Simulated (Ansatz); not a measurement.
Si3N4:
```
Si3N4
1.0
    7.75224     0.00000     0.00000
   -3.87612     6.71364     0.00000
    0.00000     0.00000     5.61926
Si N
12 16
Cartesian
 -1.57172   3.82386   1.10310
  1.35042   3.44056   1.10310
  0.22130   6.16285   1.10310
  4.09742   0.55078   3.91273
  2.30440   2.88978   3.91273
  5.22654   3.27308   3.91273
  6.43543   1.12219   5.55458
  3.56268   5.01215   5.55458
  1.63025   0.57930   5.55458
 -2.24587   6.13434   2.74495
  2.55931   5.59145   2.74495
 -0.31344   1.70149   2.74495
  1.15943   2.61974   2.63561
  1.02764   6.40786   2.63561
 -2.18707   4.39967   2.63561
  1.68905   2.31397   5.44524
  5.03555   4.09389   5.44524
  4.90376   0.30578   5.44524
  0.00000   0.00000   5.55830
  0.00000   0.00000   2.74867
  6.50551   2.11350   4.12975
  2.66913   4.57719   4.12975
  2.45371   0.02294   4.12975
 -1.42241   6.69069   1.32011
  2.62939   4.60013   1.32011
 -1.20699   2.13645   1.32011
  3.87612   2.23788   3.60051
  0.00000   4.47576   0.79088
```

Relaxed with r²SCAN.

### Question
Map the electron localisation function on the plane through (0.914, 0.167, 0.988) spanned by u = [1, 1, 0] and v = [1, -1, 0] in lattice vectors, from r²SCAN in the plane-wave PAW code Ansatz.

### Answer
x is the fraction of u, y of v (the angle between them is 90°; rows are the nearest grid lines); atoms in the plane: Si at (0.00, 0.00), Si at (0.50, 0.50), Si at (0.25, 0.67), Si at (0.75, 0.17), Si at (0.13, 0.21), Si at (0.63, 0.71), N at (0.46, 0.63), N at (0.96, 0.13).
```
|+-..::..     .-+#%%%#+:   .-+##%%%%#=:-+|
|......      .-*%%@@@%#+:.:+%@@#--*@@@%=.|
|:...        .:=*#%%%#*=:.:+%@%+. =%@@%+:|
|     .:=+***+-..          .-+#%%%@%#*-. |
|  .-*%%%#+*%@@%+:              ....     |
|  .=*%@@#++#%%#+.   ..::::...           |
|   :=#%@@@@@@%+:    .........::---:..   |
|     ..::--:::-=++*##*=:--:=%@@@@@@%#*: |
|.   ..:..:::+@@@%+-*%@@%=:+%@@%- .+%%#-.|
|     ..::...=*%%#*+#%%#=. .-*%%@@@@%#+: |
|       ..   .:+#%@@@@%*-.   :=*###*+-:. |
|=:.      .::--:::::::......       .:=++=|
|%%*-. :+#%@@%@@@@#-....::..     .=*%%@@%|
|%#+-..=#%%#: :#@@%*-....        .-+#%%%%|
|=-:...-*#%%##%@@%#+:        ..:...:-=++=|
|        .:-+***+-.     :=*#%%%@%%*=.    |
|  .....               -*%@@#. :#@%#=.   |
|..........::---:.     .-*#@@@@@@%#=.   .|
|::..:-:.:+######*=.    .:+#%@@@%*-....::|
|@@@#-.:*@@@%**#%%#+:    ....:+-:=%@%%%%@|
|=#%#+::=#%@%*+#%%#+.    .:::...-%@@%-  =|
|@@#+:   .-+####*=:.        ..   :-*#@@@@|
|%#=:.      .::......             .:+#%@%|
|+-..::..     .-+#%%%#+:   .-+##%%%%#=:-+|
```
Scale: ten equal steps from 0.014 (start of ' ') to 0.902 (end of '@'), in the order ' .:-=+*#%@'; x runs from 0.000 to 1.00, y from 0.000 (bottom) to 1.00 (top).

The density is the valence pseudo-density with augmentation charge, so density and ELF within about 1 Å of a nucleus are not all-electron values.

Space group P31c. The first step of the workflow began from a Materials Project structure, measured or hypothetical; the Crystallography Open Database files this formula in space group No. 159, but the cells were not matched. It is not the phase usual at ambient conditions (space group No. 176). Symmetry was held in the r²SCAN relaxation; its stability against distortions is not shown here.

Potentials: the earlier of the program's two PAW sets.
